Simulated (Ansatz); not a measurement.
C in space group P6_222 (No. 180; C on 3c), DFT-PBEsol in the program Ansatz with PAW potentials. The conduction-band minimum lies at M, with 3 equivalent valleys. Second derivatives d²E/dk² of the lowest band at one valley (eV·Å²), along Cartesian directions:…

```
direction  d²E/dk²
---------  -------
[100]        21.80
[010]        18.75
[001]        31.85
[110]        20.28
[101]        26.83
[011]        25.28
```

Question: Find the principal effective masses, the density-of-states mass and the conductivity mass.

Answer: Off-diagonal terms follow from H_xy = H[110] − (H_xx + H_yy)/2, and m*/mₑ = 7.620 eV·Å² over each eigenvalue: 0.24, 0.35, 0.41. One valley's DOS mass (m₁m₂m₃)^(1/3) = 0.32, conductivity mass 3/(Σ 1/mᵢ) = 0.32 mₑ.

Question: What effective density of states Nc follows at 300 K for parabolic valleys?

Answer: Nc = 2.509e19 × 3 × (0.32)^(3/2) ≈ 1.4e19 cm⁻³.

Question: With the computed static dielectric constant 8.42 (mean of the diagonal), estimate a hydrogenic donor's binding energy and radius.

Answer: E = 13.606 eV × 0.32/8.42² ≈ 61 meV; a = 0.529 Å × ε/m* ≈ 14 Å. Semilocal masses tend to be too small where the gap is.

The start of the workflow was typed in or built on a structure type; neither database checked (COD, Materials Project) lists it. It is not the phase usual at ambient conditions (space group No. 194, 227). The cell was relaxed with PBEsol under the symmetry of its start; phonons on a q-mesh show no instability.

Potentials: the later of the program's two PAW sets.
